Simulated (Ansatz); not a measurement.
Molecular dynamics on a 2×2×1 supercell (16 atoms) of ZnCAs2 (ordering on zincblende), relaxed with r2SCAN. Forces come from PBE in the plane-wave code Ansatz: constant energy and volume (NVE), velocities drawn at 600 K, steps of 1.5 fs. Spin polarisation is off, nuclei are classical, and the run is far too short for thermal averages. The structure comes from a prototype and may be hypothetical.

```yaml
crystal:
  lattice:
    - [7.022935262, 0.0, 0.0]
    - [0.0, 7.022935262, 0.0]
    - [0.0, 0.0, 5.5342151151]
  atoms:
    - { symbol: Zn, position: [0.0, 0.0, 0.0] }
    - { symbol: As, position: [0.0, 0.25, 0.2956720441] }
    - { symbol: C, position: [0.25, 0.25, 0.5] }
    - { symbol: As, position: [0.25, 0.0, 0.7043279559] }
    - { symbol: Zn, position: [0.0, 0.5, 0.0] }
    - { symbol: As, position: [0.0, 0.75, 0.2956720441] }
    - { symbol: C, position: [0.25, 0.75, 0.5] }
    - { symbol: As, position: [0.25, 0.5, 0.7043279559] }
    - { symbol: Zn, position: [0.5, 0.0, 0.0] }
    - { symbol: As, position: [0.5, 0.25, 0.2956720441] }
    - { symbol: C, position: [0.75, 0.25, 0.5] }
    - { symbol: As, position: [0.75, 0.0, 0.7043279559] }
    - { symbol: Zn, position: [0.5, 0.5, 0.0] }
    - { symbol: As, position: [0.5, 0.75, 0.2956720441] }
    - { symbol: C, position: [0.75, 0.75, 0.5] }
    - { symbol: As, position: [0.75, 0.5, 0.7043279559] }
kpoints:
  mp_grid: { grid: [2, 2, 2] }
hamiltonian:
  xc: pbe
scf:
  occupations: { method: fermi_dirac, width: 0.052 }
md:
  ensemble: nve
  temperature: 600
  timestep: 1.5
  n_steps: 20
  initial_velocities: maxwell_boltzmann
  seed: 1270
```

Run as `ansatz run input.yaml --threads 4 --pin off --max-ram 3686MiB --backend cpu --events-out ev --progress --plain --runs-dir out`.

Question: It ran on 4 threads of Arm Neoverse V2 (shared host). About how long did it take, and what peak of host memory did it reach?

Answer: About 53 s, with a peak of 1.1 GiB.

```tsv
step	t (fs)	T (K)	free energy F from step 0 (meV/atom)	kinetic energy (meV/atom)	largest force (eV/Å)
0	0	600	0.0	72.7	0.36
1	1.5	597	0.4	72.3	0.47
2	3	588	1.5	71.3	0.58
3	4.5	574	3.1	69.6	0.69
4	6	556	5.4	67.4	0.79
5	7.5	534	8.0	64.7	0.90
6	9	509	11.0	61.7	0.99
7	10.5	483	14.3	58.5	1.09
8	12	456	17.6	55.2	1.17
9	13.5	429	20.8	52.0	1.25
10	15	403	23.9	48.9	1.32
11	16.5	380	26.8	46.0	1.38
12	18	359	29.3	43.5	1.43
13	19.5	341	31.5	41.3	1.48
14	21	326	33.3	39.5	1.51
15	22.5	314	34.7	38.1	1.54
16	24	305	35.8	37.0	1.55
17	25.5	300	36.5	36.3	1.56
18	27	296	36.9	35.9	1.55
19	28.5	295	37.0	35.7	1.54
20	30	295	37.0	35.8	1.52
```

The temperature starts at 600 K, is lowest at step 19 (295 K, 28.5 fs) and ends at 295 K. The atoms start on their lattice sites with kinetic energy alone, so much of it first passes into potential energy. The conserved energy stays within 0.07 meV an atom. By the last step the atoms have moved 0.13 Å in the root mean square, the drift of the whole cell taken out, 0.20 Å at most.

Positions (Å) and forces (eV/Å) at step 20:
```
Zn   0.151  -0.042   0.083    -0.866   0.447  -0.055
As  -0.037   1.865   1.636    -0.272  -1.019   0.658
C    1.683   1.895   2.647     0.139  -0.557   0.081
As   1.724  -0.067   3.913     0.380  -0.025  -1.183
Zn   0.025   3.406  -0.044     0.562   0.901  -0.355
As  -0.082   5.261   1.655     0.282  -0.332   0.457
C    1.734   5.276   2.798    -0.340  -0.107  -0.266
As   1.789   3.418   3.793     0.410   0.822   1.117
Zn   3.477  -0.070   0.011     0.300   0.154  -0.363
As   3.468   1.706   1.631     0.023   0.409   0.129
C    5.129   1.888   2.778     0.368  -0.074   0.074
As   5.257   0.081   3.837     0.160   0.585   0.859
Zn   3.604   3.497   0.022    -0.561  -0.150  -0.061
As   3.496   5.259   1.662    -0.715  -0.230   0.096
C    5.125   5.446   2.743     0.732  -0.597   0.187
As   5.309   3.675   3.964    -0.602  -0.227  -1.374
```
